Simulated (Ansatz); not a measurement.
# Zincblende alloy of GaSb and InAs (20 of 32 Ga sites, 20 of 32 Sb sites exchanged), 64 atoms

Computed with Ansatz 0.2.0, DFT, PBEsol, PAW, plane waves.

Command:

```sh
ansatz run in.yaml --threads 8 --pin off --max-ram 118750MiB --runs-dir r --events-out ev --progress --plain --backend cuda --devices 0, --max-vram 170GiB
```

The input less its lattice and atoms:

```yaml
crystal:
  symmetry: { detect: false }
kpoints:
  mp_grid: { grid: [1, 1, 1], shift: [0.25, 0.25, 0.25] }
hamiltonian:
  xc: pbesol
scf:
  occupations: { method: fermi_dirac, width: 0.01 }
relax:
  f_tol: 0.03
  max_steps: 80
  escape_saddle: false
  adjacent_minimum: "off"
  cell: { fix: [shape] }
output:
  forces: true
  eigenvalues: true
  populations: true
```

Start:

```
Ga In As Sb
1.0
    12.19448    0.00000    0.00000
     0.00000   12.19448    0.00000
     0.00000    0.00000   12.19448
Ga In As Sb
12 20 20 12
Direct
  0.99794 0.00072 0.00173
  0.50316 0.49966 0.00269
  0.50100 0.49989 0.50081
  0.25092 0.24826 0.50106
  0.24778 0.74894 0.99974
  0.74852 0.74772 0.50228
  0.74921 0.50230 0.75012
  0.99961 0.25079 0.75004
  0.00061 0.75099 0.75035
  0.50029 0.24798 0.74923
  0.50124 0.75276 0.24906
  0.50309 0.74919 0.75040
  0.00252 0.99879 0.50031
  0.00116 0.49740 0.00257
  0.00056 0.50063 0.50181
  0.50399 0.00463 0.00276
  0.50084 0.99810 0.50258
  0.25194 0.25218 0.00300
  0.25087 0.75147 0.49603
  0.74759 0.24693 0.99951
  0.74920 0.25068 0.49984
  0.74909 0.75081 0.99938
  0.25029 0.99909 0.24907
  0.24985 0.99963 0.74981
  0.25099 0.49996 0.24902
  0.24948 0.49923 0.74993
  0.75123 0.00029 0.24899
  0.74857 0.00012 0.75058
  0.75038 0.50092 0.24938
  0.00102 0.24951 0.24950
  0.99762 0.74959 0.25117
  0.49982 0.25277 0.24933
  0.12418 0.12494 0.12499
  0.12589 0.62564 0.12519
  0.63033 0.62457 0.12435
  0.37392 0.37543 0.12580
  0.37448 0.37531 0.62570
  0.37433 0.87285 0.62567
  0.87460 0.37316 0.12391
  0.87507 0.87536 0.12534
  0.87579 0.87301 0.62495
  0.37723 0.12597 0.37359
  0.37434 0.12588 0.87758
  0.37622 0.62511 0.37688
  0.37586 0.62292 0.87541
  0.87748 0.12556 0.87680
  0.87342 0.62409 0.87428
  0.12639 0.37674 0.37404
  0.12547 0.37553 0.87471
  0.12827 0.87571 0.37532
  0.62501 0.37540 0.88057
  0.62365 0.87627 0.87519
  0.12502 0.12267 0.62606
  0.12483 0.62396 0.62968
  0.62558 0.12491 0.12634
  0.62475 0.12673 0.62759
  0.62433 0.62381 0.62200
  0.37517 0.87527 0.12179
  0.87497 0.37602 0.62331
  0.87359 0.12824 0.37349
  0.87355 0.62260 0.37688
  0.12570 0.87585 0.87580
  0.62647 0.37587 0.37718
  0.62464 0.87410 0.37574
```

Steps:

```csv
step,energy less the first (eV),largest force component (eV/Å),pressure (GPa)
start,0.000,1.826,1.02
1,-4.149,0.583,-0.84
2,-4.774,0.109,-0.23
3,-4.801,0.027,0.00
4,-4.800,0.027,0.00
```

A structure on the way, about -4.15 eV from the start:

```xyz
64
Lattice="12.2626 0.0000 0.0000 0.0000 12.2626 0.0000 0.0000 0.0000 12.2626" Properties=species:S:1:pos:R:3 pbc="T T T"
Ga   12.2166    0.0508    0.0475
Ga    6.1576    6.1437    0.0058
Ga    6.0266    6.1451    6.1622
Ga    3.1332    3.1162    6.0969
Ga    3.0585    9.0755   12.2454
Ga    9.2211    9.2156    6.2130
Ga    9.1777    6.1557    9.3049
Ga    0.0059    3.0730    9.3052
Ga   12.1553    9.2030    9.2254
Ga    6.0659    3.1424    9.2673
Ga    6.1391    9.0939    3.0536
Ga    6.1007    9.2136    9.2562
In    0.0041   12.1274    6.1362
In    0.0076    6.1274   12.2569
In    0.0905    6.0729    6.0997
In    6.1324    0.0103   12.1281
In    5.9959   12.2449    6.1611
In    3.0731    3.0836    0.0056
In    3.1438    9.2414    6.0621
In    9.2591    3.1298   12.1573
In    9.1814    3.0783    6.1679
In    9.1924    9.1943   12.2313
In    3.0152    0.0615    3.1102
In    3.2030   12.2544    9.2173
In    3.0931    6.1531    3.0669
In    3.1550    6.0546    9.2776
In    9.2747   12.1633    3.0095
In    9.2784   12.1850    9.2805
In    9.1895    6.1411    2.9214
In    0.0968    3.1417    2.9901
In    0.0608    9.2666    3.0046
In    5.9826    3.1094    3.0761
As    1.4921    1.4972    1.4794
As    1.5785    7.6999    1.4900
As    7.5897    7.6722    1.5033
As    4.6279    4.6723    1.4762
As    4.6445    4.5477    7.6268
As    4.6430   10.6545    7.7268
As   10.7399    4.5910    1.5017
As   10.7894   10.7610    1.4547
As   10.7271   10.6215    7.6799
As    4.5367    1.5790    4.6455
As    4.6401    1.6030   10.6938
As    4.6991    7.6546    4.5890
As    4.6688    7.6799   10.7931
As   10.8407    1.5275   10.7457
As   10.7195    7.6589   10.6597
As    1.6198    4.5592    4.6225
As    1.5012    4.5450   10.7119
As    1.5537   10.7285    4.5808
As    7.6073    4.6678   10.7128
As    7.6185   10.6787   10.6835
Sb    1.5486    1.6610    7.6755
Sb    1.5098    7.7555    7.7443
Sb    7.6730    1.5590    1.5396
Sb    7.5805    1.5919    7.7768
Sb    7.6382    7.6578    7.6890
Sb    4.5924   10.5846    1.5033
Sb   10.7299    4.6012    7.8392
Sb   10.7684    1.5238    4.5940
Sb   10.6768    7.7324    4.6519
Sb    1.4562   10.6694   10.8205
Sb    7.5681    4.6967    4.6488
Sb    7.6675   10.5827    4.6092
```

End:

```
Ga In As Sb
1.0
    12.18069    0.00000    0.00000
     0.00000   12.18069    0.00000
     0.00000    0.00000   12.18069
Ga In As Sb
12 20 20 12
Direct
  0.99953 0.00382 0.00169
  0.49905 0.50393 0.99615
  0.48916 0.50267 0.50555
  0.25701 0.25873 0.49829
  0.25086 0.73558 0.99774
  0.75129 0.74898 0.51066
  0.74201 0.50262 0.76301
  0.00330 0.24671 0.76460
  0.98370 0.74559 0.75329
  0.49482 0.26523 0.75408
  0.50055 0.73136 0.24908
  0.49496 0.74905 0.75763
  0.00292 0.98540 0.50865
  0.00139 0.50406 0.99391
  0.00867 0.49105 0.49913
  0.49769 0.99771 0.98620
  0.48993 0.00002 0.50255
  0.24992 0.25035 0.99722
  0.26149 0.75418 0.49788
  0.75510 0.25942 0.98945
  0.74933 0.25371 0.50629
  0.74519 0.74921 0.99765
  0.24432 0.00581 0.25263
  0.25978 0.00067 0.75397
  0.25695 0.50365 0.24768
  0.25743 0.49468 0.75699
  0.75626 0.98914 0.24257
  0.75809 0.99348 0.75950
  0.74610 0.50478 0.23705
  0.01037 0.25598 0.24293
  0.01050 0.75744 0.23916
  0.48469 0.25385 0.24863
  0.12188 0.12070 0.11583
  0.13215 0.62493 0.11769
  0.61274 0.62289 0.11728
  0.37728 0.38406 0.11249
  0.37804 0.37412 0.62124
  0.38195 0.86828 0.63560
  0.87880 0.38041 0.12069
  0.88256 0.87760 0.11100
  0.87216 0.86174 0.63003
  0.36434 0.13159 0.38113
  0.38175 0.13787 0.86882
  0.38463 0.62239 0.37693
  0.38073 0.62675 0.88127
  0.88787 0.12372 0.87959
  0.86763 0.62365 0.86949
  0.13995 0.37201 0.37466
  0.12150 0.37014 0.87300
  0.12994 0.87402 0.37621
  0.61593 0.38569 0.87345
  0.61921 0.86657 0.86745
  0.12902 0.13692 0.62638
  0.12412 0.63235 0.63382
  0.62428 0.12682 0.12099
  0.61810 0.12952 0.64025
  0.61977 0.62399 0.63152
  0.37336 0.86160 0.12573
  0.87625 0.37659 0.64775
  0.88016 0.12316 0.37557
  0.87517 0.63130 0.37615
  0.11862 0.86648 0.87999
  0.61570 0.38450 0.37942
  0.62292 0.86020 0.37499
```

Self-consistency was reached.

Time: 7.5 s of wall time on one NVIDIA GB200 with 8 processor threads, on a host shared with other runs; peak host memory 2.3 GiB.

(1) How much energy did the relaxation gain, and which atom moved most?

Results:

(1) 4.80 eV in 4 steps, from a start with small random displacements; atom 59 (Sb) moved 0.30 Å, the median atom 0.16 Å (drift of the whole cell removed).
